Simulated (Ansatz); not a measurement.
Input and output of a relaxation of cell and atoms on Al3BP4 as one 8-atom ordering (I-42m) on the zincblende lattice (Ansatz, PBE). The starting cell was estimated from covalent radii.

```yaml
crystal:
  lattice:
    - [-2.4768037873, 2.4768037873, 4.9536075746]
    - [2.4768037873, -2.4768037873, 4.9536075746]
    - [2.4768037873, 2.4768037873, -4.9536075746]
  atoms:
    - { symbol: B, position: [0.0, 0.0, 0.0] }
    - { symbol: P, position: [0.375, 0.375, 0.5] }
    - { symbol: Al, position: [0.75, 0.25, 0.5] }
    - { symbol: P, position: [0.125, 0.625, 0.0] }
    - { symbol: Al, position: [0.5, 0.5, 0.0] }
    - { symbol: P, position: [0.875, 0.875, 0.5] }
    - { symbol: Al, position: [0.25, 0.75, 0.5] }
    - { symbol: P, position: [0.625, 0.125, 0.0] }
kpoints:
  mp_grid: { grid: [6, 6, 6] }
hamiltonian:
  xc: pbe
scf:
  occupations: { method: fermi_dirac, width: 0.02 }
relax:
  f_tol: 0.005
  cell: {}
```

The output follows, shortened, with numbered blanks.
```
Functional definition: PBE
Crystal: 8 atoms, lattice volume = 121.553 Å³
Basis set: ecut = 420 eV, 2405 PW (Γ)
[1]
Symmetry: 8 space group operations
Space group: I-42m (ITA 121)
k-points: 30 of 216 (time reversal used)
relax step 1: F+E_penalty+E_count = -4790.75281876 eV  max|allowed force component| = 2.512e0 eV/Å  Δτ_max = 0.0000 Å  P = +32.182 GPa  Ω = 121.553 Å³
--- Relaxed structure (7 steps of the walk, 7 accepted, 2 SCFs on fresh bases) ---
[2]
```

Question: Fill in the blanks. They hold the relaxed structure, the band count.

Answer:
```
[1]
Bands: 24, of which v1, the nominal top of the filled ones, is band 16 counted from 1 (15 counted from 0)
[2]
  F+E_penalty+E_count = -4794.86496003 eV   max|allowed force component| = 1.793e-3 eV/Å
  cell:  # Å, volume = 146.2127 Å³
    - [-2.641243, 2.641243, 5.239725]
    - [2.641243, -2.641243, 5.239725]
    - [2.641243, 2.641243, -5.239725]
  atoms:
    - { symbol: B, position: [0.000000, 0.000000, 0.000000] }
    - { symbol: P, position: [0.332604, 0.332604, 0.437255] }
    - { symbol: Al, position: [0.750000, 0.250000, 0.500000] }
    - { symbol: P, position: [0.104651, 0.667396, 0.000000] }
    - { symbol: Al, position: [0.500000, 0.500000, 0.000000] }
    - { symbol: P, position: [0.895349, 0.895349, 0.562745] }
    - { symbol: Al, position: [0.250000, 0.750000, 0.500000] }
    - { symbol: P, position: [0.667396, 0.104651, 0.000000] }
```
The trailing digits, and the zero of the energies, depend on the potentials and thresholds.

The walk took 7 steps, besides SCFs solved again on a fresh basis, and changed the volume by +20.3 %. The last SCF, on a fresh basis, lies 514 meV an atom below the first. At the end: the symmetry is I-42m (No. 121, tetragonal); a = 5.282 Å, c = 10.479 Å in the conventional setting, 18.28 Å³ an atom. Around B lie 4 P at 2.02 Å; around P lie 1 B at 2.02 Å and 3 Al at 2.36–2.42 Å; around Al lie 4 P at 2.36 Å; around Al lie 4 P at 2.42 Å.

Command: `ansatz run input.yaml --threads 4 --pin off --max-ram 6451MiB --backend cpu --events-out ev --progress --plain --runs-dir out`. Wall time 37 s on 4 threads of Intel(R) Xeon(R) Processor @ 2.50GHz (Skylake/Cascade Lake), with other jobs on the host, load about 0.9 per core; peak host memory 0.5 GiB.

No spin polarisation. The prototype was imposed, so other structures may be more stable.
